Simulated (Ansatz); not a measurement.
Stationary points along a deformation path in LiMgBN$_{2}$

These are results of DFT LDA, scalar-relativistic, plane waves, PAW (Ansatz), not measurements. Cutoff 420 eV, Γ-centred 12×12×12 k-points, Gaussian smearing of 0.05 eV. No spin polarisation. Energies are free energies at this smearing, counted from the undisturbed cell; pressure is positive in compression.

The starting cell (as given, not relaxed at this level; it stands at -5.0 GPa, and it needn't be the usual structure):

```
Li Mg B N
1.0
    -1.90966    1.90966    4.44352
     1.90966   -1.90966    4.44352
     1.90966    1.90966   -4.44352
Li Mg B N
1 1 1 2
Direct
  0.25000 0.75000 0.50000
  0.75000 0.25000 0.50000
  0.50000 0.50000 0.00000
  0.65126 0.65126 0.00000
  0.34874 0.34874 0.00000
```

At fixed volume and fractional coordinates, lengths along (0.000, 0.000, 1.000) are scaled against those across it; ρ is that ratio over its starting value. V = 12.964 Å³/atom. Δσ is the stress along the axis less the mean stress across it (compression positive).

| ρ | ΔE (meV/atom) | Δσ (GPa) | space group |
| --- | --- | --- | --- |
| 0.850 | 298.0 | 73.08 | I-4m2 |
| 0.920 | 72.2 | 33.84 | I-4m2 |
| 0.960 | 16.0 | 15.42 | I-4m2 |
| 1.000 | 0.0 | -0.61 | I-4m2 |
| 1.100 | 88.1 | -32.39 | I-4m2 |
| 1.200 | 296.1 | -55.37 | I-4m2 |

Q: How does the stress give the slope of the energy, and where is the energy stationary?

A: Along the path d ln(length) is 2/3 d ln ρ on the axis and −1/3 d ln ρ across it, so dE/d ln ρ = −(2/3) V Δσ: the energy falls with ρ where Δσ is positive. Δσ vanishes or changes sign between ρ = 0.960 and 1.000, a minimum (near 1.00 by linear interpolation). Pairs of stationary points between two samples would go unseen, and could change a minimum read from distant neighbours into a maximum.

Q: Integrate that slope from ρ = 1 to 1.200 by the trapezoid rule.

A: With V/N in Å³ and 1 eV/Å³ = 160.2 GPa the slopes at ρ = 1.000, 1.100, 1.200 are 33, 1747, 2987 meV/atom per unit of ln ρ. The steps add 84.8 + 206.0 = 290.8 meV/atom, against 296.1 from the energies; the trapezoid rule misses the curvature of the slope within each step.

Forces appear on the atoms along this scan, and letting them relax would lower the energy and soften the response.